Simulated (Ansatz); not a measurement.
B₆P:
```xyz
14
Lattice="2.9896 1.7261 3.9429 -2.9896 1.7261 3.9429 0.0000 -3.4521 3.9429" Properties=species:S:1:pos:R:3 pbc="T T T"
B     -1.5953     0.9211     4.2792
B      1.5953    -0.9211     7.5494
B      0.0000    -1.8421     4.2792
B      0.0000     1.8421     7.5494
B      1.5953     0.9211     4.2792
B     -1.5953    -0.9211     7.5494
B     -0.9381     0.5416     1.3883
B      0.9381    -0.5416    10.4403
B      0.0000    -1.0833     1.3883
B      0.0000     1.0833    10.4403
B      0.9381     0.5416     1.3883
B     -0.9381    -0.5416    10.4403
P      0.0000     0.0000     4.7922
P      0.0000     0.0000     7.0364
```

Relaxed with r²SCAN.

Q: Map the valence electron density (e/Å³), cut off at 0.7 on the plane through (0.718, 0.184, 0.184) spanned by u = [1, 0, 0] and v = [-1, 1, 1] in lattice vectors, from r²SCAN in the plane-wave PAW code Ansatz.

A: x is the fraction of u, y of v (the angle between them is 101°; rows are the nearest grid lines); atoms in the plane: B at (0.00, 0.00), B at (0.20, 0.63), B at (0.44, 0.83), B at (0.76, 0.80), P at (0.91, 0.22), P at (0.29, 0.41).
```
y \ x   0.000  0.0769  0.192  0.269  0.346  0.462  0.538  0.654  0.731  0.808  0.923   1.00
------  -----  ------  -----  -----  -----  -----  -----  -----  -----  -----  -----  -----
1.00    0.320   0.700  0.700  0.681  0.548  0.241  0.119  0.065  0.103  0.255  0.645  0.320
0.925   0.670   0.497  0.424  0.521  0.618  0.490  0.344  0.247  0.282  0.473  0.700  0.670
0.850   0.281   0.148  0.187  0.392  0.677  0.451  0.700  0.700  0.679  0.700  0.563  0.281
0.775   0.201   0.144  0.293  0.570  0.700  0.658  0.700  0.700  0.508  0.665  0.409  0.201
0.700   0.468   0.490  0.684  0.700  0.615  0.257  0.214  0.301  0.447  0.594  0.554  0.468
0.625   0.700   0.700  0.338  0.652  0.415  0.105  0.061  0.105  0.217  0.409  0.660  0.700
0.550   0.319   0.432  0.700  0.700  0.552  0.151  0.062  0.054  0.101  0.181  0.276  0.319
0.450   0.108   0.274  0.700  0.417  0.326  0.422  0.161  0.042  0.036  0.044  0.061  0.108
0.375   0.301   0.527  0.656  0.215  0.492  0.422  0.151  0.050  0.062  0.102  0.190  0.301
0.300   0.700   0.700  0.605  0.454  0.347  0.142  0.071  0.096  0.237  0.485  0.553  0.700
0.225   0.513   0.572  0.181  0.098  0.066  0.041  0.043  0.162  0.462  0.590  0.047  0.513
0.150   0.700   0.440  0.122  0.082  0.069  0.047  0.042  0.118  0.305  0.526  0.700  0.700
0.0750  0.700   0.582  0.363  0.315  0.253  0.115  0.058  0.056  0.131  0.335  0.700  0.700
0.000   0.320   0.700  0.700  0.681  0.548  0.241  0.119  0.065  0.103  0.255  0.645  0.320
```

The density is the valence pseudo-density with augmentation charge, so density and ELF within about 1 Å of a nucleus are not all-electron values.

Space group R-3m. The first step of the workflow began from a Materials Project structure, measured or hypothetical; the Crystallography Open Database copy checked does not list it. Its standing as an ambient phase is unchecked. The cell was relaxed with r²SCAN under the symmetry of its start; whether a distortion lowers the energy is not shown.

Potentials: the earlier of the program's two PAW sets.
